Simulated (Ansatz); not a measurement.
# Notes on CaO

```
CELL_PARAMETERS angstrom
0.00000 2.42730 2.42730
2.42730 0.00000 2.42730
2.42730 2.42730 0.00000
ATOMIC_POSITIONS crystal
Ca 0.00000 0.00000 0.00000
O 0.50000 0.50000 0.50000
```

Level: r2SCAN, no spin polarisation; 500 eV; 9×9×9 Γ-centred mesh; fermi-dirac occupations (width 0.1 eV); Ansatz 0.2.0, fixed geometry.

Question: Is it stable against the elements?

Answer: -3.21 eV an atom against the elements' usual phases (free molecules for gases, crystals otherwise, with no correction for O₂ or N₂), so it is bound against them; other compounds may still compete. Relaxing would lower it.

Question: Describe some of the short contacts.

Answer: Ca–O at 2.43 Å: least valence density 0.24 e/Å³ and ELF 0.08 there, a closed-shell (ionic or weak) contact. Both are smooth PAW fields, read partly inside the augmentation spheres.

Question: Give the Bader charges.

Answer: Bader charges in e: Ca +1.53, O -1.53. In the mean Ca gives up most and O takes most.

Question: What does the stress say?

Answer: The pressure is -4.0 GPa (compression positive), so with the atoms held at these fractions the cell would first shrink.

Question: Metal or insulator? Give the gap.

Answer: The gap is 4.20 eV, indirect (the least direct gap found is 4.59 eV).

Origin: a database entry at a rescaled volume.
